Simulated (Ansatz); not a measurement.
GaN: excitons and shallow donors from band masses and screening

All numbers below come from DFT r2SCAN, scalar-relativistic, plane waves, PAW (Ansatz).

Plane waves to 500 eV, a k mesh through Γ of 10×10×10 on the computed 2-atom cell and Gaussian smearing (0.02 eV); no spin polarisation.

Relaxed cell: F-43m, a = 4.498 Å, b = 4.498 Å, c = 4.498 Å, α = 90.00°, β = 90.00°, γ = 90.00°, 2 atoms in the primitive cell. This zinc-blende form isn't the usual stable structure of the compound.

The calculation gives a Kohn–Sham gap of 2.17 eV, an electron mass of 0.172 mₑ and a hole mass of 0.378 mₑ (harmonic means over x, y, z and over the bands degenerate at each edge), and ε∞ = 5.45 (independent particles, mean of the diagonal).

Estimate the binding energy and radius of a Wannier–Mott exciton and of a shallow donor, and say whether the hydrogenic model can hold.

The reduced mass is μ = mₙmₕ/(mₙ + mₕ) = 0.118 mₑ, with mₙ and mₕ the band masses. With E_b = 13.606 eV × μ/ε² and a = 0.529 Å × ε/μ (μ in mₑ) the exciton has E_b = 54 meV and a = 24 Å. For a donor μ is the electron mass: 79 meV and 16.8 Å. The exciton's radius is 8 times the shortest lattice vector (3.18 Å), so the continuum picture is reasonable. In a polar crystal the ions screen too, so a state bound more weakly than an optical phonon feels the larger static constant, which lowers the energy and widens the orbit. The other way, the small Kohn–Sham gap and the missing local fields make ε∞ too large and the masses tend to be too light, which underbinds.